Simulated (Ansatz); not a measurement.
Sb₂Au:
```
CELL_PARAMETERS angstrom
      6.73485     0.00000     0.00000
      0.00000     6.73485     0.00000
      0.00000     0.00000     6.73485
ATOMIC_POSITIONS crystal
  Sb 0.37650 0.12350 0.87650
  Sb 0.62350 0.87650 0.12350
  Sb 0.12350 0.87650 0.37650
  Sb 0.87650 0.12350 0.62350
  Sb 0.87650 0.37650 0.12350
  Sb 0.12350 0.62350 0.87650
  Sb 0.62350 0.62350 0.62350
  Sb 0.37650 0.37650 0.37650
  Au 0.00000 0.50000 0.50000
  Au 0.50000 0.50000 0.00000
  Au 0.50000 0.00000 0.50000
  Au 0.00000 0.00000 0.00000
```

Relaxed with r²SCAN. Special points in fractions of this cell's reciprocal vectors: Γ (0.000, 0.000, 0.000); X (0.000, 0.500, 0.000); M (0.500, 0.500, 0.000); R (0.500, 0.500, 0.500); X1 (0.500, 0.000, 0.000).

Q: List the band energies nearest the Fermi level at these points for r²SCAN with spin–orbit coupling in the plane-wave PAW code Ansatz.

A: In eV from the Fermi level; about four levels below and three above (degenerate sets whole), none deeper than 8.9 eV; points with the same levels are listed once.

```json
[
 {"k": "Γ", "below": "-0.81 -0.81 -0.81 -0.81", "above": "1.02 1.02 2.00 2.00 2.00 2.00"},
 {"k": "X", "below": "-0.19 -0.19 -0.19 -0.19", "above": "0.55 0.55 0.55 0.55"},
 {"k": "M", "below": "-1.30 -1.30 -1.30 -1.30", "above": "0.47 0.47 0.47 0.47"},
 {"k": "R", "below": "-0.95 -0.95 -0.95 -0.95 -0.95 -0.95", "above": "1.43 1.43 1.43 1.43 1.43 1.43"}
]
```

Space group Pa-3. The first step of the workflow began from a Materials Project structure, measured or hypothetical; the Crystallography Open Database files this formula in space group No. 205, but the cells were not matched. Its standing as an ambient phase is unchecked. Symmetry was held in the r²SCAN relaxation; its stability against distortions is not shown here.

Potentials: the later of the program's two PAW sets.
